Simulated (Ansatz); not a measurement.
# SrCrS2 single point

Input file of Ansatz 0.2.0:

```yaml
crystal:
  lattice:
    - [3.1522516, 3.17735762, 0.0]
    - [3.1522516, -3.17735762, 0.0]
    - [0.0, 0.0, -8.75072614]
  atoms:
    - { symbol: Sr, position: [0.25, 0.75, 0.8019] }
    - { symbol: Sr, position: [0.75, 0.25, 0.1981] }
    - { symbol: Cr, position: [0.25, 0.75, 0.4068] }
    - { symbol: Cr, position: [0.75, 0.25, 0.5932] }
    - { symbol: S, position: [0.25, 0.75, 0.1504] }
    - { symbol: S, position: [0.75, 0.25, 0.8496] }
    - { symbol: S, position: [0.75, 0.75, 0.5] }
    - { symbol: S, position: [0.25, 0.25, 0.5] }
  symmetry: { tolerance: 0.0003 }
kpoints:
  mp_grid: { grid: [8, 8, 4], shift: [0, 0, 0] }
  band_path:
    path:
      - [0.0, 0.0, 0.0]
      - [0.5, -0.5, 0.0]
      - [0.50393516, -0.49606484, 0.0]
      - [0.49606484, 0.49606484, 0.0]
      - [0.0, 0.0, 0.0]
      - [0.0, 0.0, -0.5]
      - [0.49606484, 0.49606484, -0.5]
      - [0.50393516, -0.49606484, -0.5]
      - [0.5, -0.5, -0.5]
      - [0.5, -0.5, 0.0]
      - [0.0, 0.0, 0.0]
    npoints: 6
magnetization:
  spin_polarized: false
scf:
  occupations: { method: fermi_dirac, width: 0.013 }
  lower_state_search: "off"
  max_iter: 200
hamiltonian:
  pseudopotentials: { kind: paw }
  xc: r2scan
basis:
  ecutwfc: 500
  fft_grid_basis: typed
output:
  forces: true
  stress: true
  eigenvalues: true
  bader: true
  populations: true
  elf: true
  write_potential: true
  volumetric_format: npy
  dos:
    e_range: [-12, 8]
    de: 0.05
    projected: { site_lists: { Cr: [Cr], S: [S], Sr: [Sr] } }
checkpoint:
  read: saved_state
```

The saved state is an earlier solution for the same cell, perhaps on another mesh. 

Output (shortened):

```
SCF iter   1: F=-17507.2591 eV  Δρ=3.53e-3  dr2=1.52e-2  dr2_τ=1.27e-2
SCF iter   2: F=-17507.2664 eV  Δρ=2.45e-3  dr2=7.25e-3  dr2_τ=1.07e-3
SCF iter   3: F=-17507.2713 eV  Δρ=1.54e-3  dr2=2.01e-3  dr2_τ=4.55e-4
SCF iter   4: F=-17507.2724 eV  Δρ=9.02e-4  dr2=5.08e-4  dr2_τ=1.49e-4
SCF iter   5: F=-17507.2727 eV  Δρ=1.92e-4  dr2=3.28e-5  dr2_τ=4.33e-6
SCF iter   6: F=-17507.2728 eV  Δρ=8.98e-5  dr2=1.07e-5  dr2_τ=6.98e-7
SCF iter   7: F=-17507.2728 eV  Δρ=4.27e-5  dr2=2.58e-6  dr2_τ=3.25e-7
SCF iter   8: F=-17507.2728 eV  Δρ=2.06e-5  dr2=1.18e-6  dr2_τ=3.70e-8
SCF iter   9: F=-17507.2728 eV  Δρ=1.55e-5  dr2=6.24e-7  dr2_τ=1.61e-8
SCF iter  10: F=-17507.2728 eV  Δρ=4.84e-6  dr2=6.25e-8  dr2_τ=1.51e-9
Free energy (F): -17507.2728 eV
Harris-Foulkes:  -17507.2728 eV  (|F-HF|=3.91e-8)
Internal energy: -17507.2658 eV  (E = F + TS)
E sigma→0 (E₀):  -17507.2693 eV
Entropy (-TS):   -0.0070 eV (-0.878 meV/atom)
Fermi energy:    9.4063 eV
--- Forces (eV/Å), atoms counted from 1 ---
  atom   1  Sr     0.0000     0.0000    -0.3400
  atom   2  Sr     0.0000     0.0000     0.3400
  atom   3  Cr     0.0000     0.0000     0.3437
  atom   4  Cr     0.0000     0.0000    -0.3437
  atom   5  S      0.0000     0.0000    -0.1097
  atom   6  S      0.0000     0.0000     0.1097
  atom   7  S      0.0000     0.0000     0.0000
  atom   8  S      0.0000     0.0000     0.0000
--- Stress (GPa, compression-positive) ---
       -6.3676       0.0000       0.0000
        0.0000      -6.4556       0.0000
        0.0000       0.0000      -1.5924
  P = ⅓ Tr σ = -4.8052 GPa (-48.052 kbar)
--- Löwdin populations: 8 sites ---
  site symbol       q [e]
     0     Sr      8.3527
     1     Sr      8.3527
     2     Cr     13.7739
     3     Cr     13.7739
     4      S      6.9804
     5      S      6.9804
     6      S      6.4399
     7      S      6.4399
  spilling = 0.0126 (of n_electrons = 72.0000)
```

Origin: a known structure type with other elements, at an estimated volume, so it need not be a known compound. Caveats: no spin polarisation, so a magnetic state may lie lower.
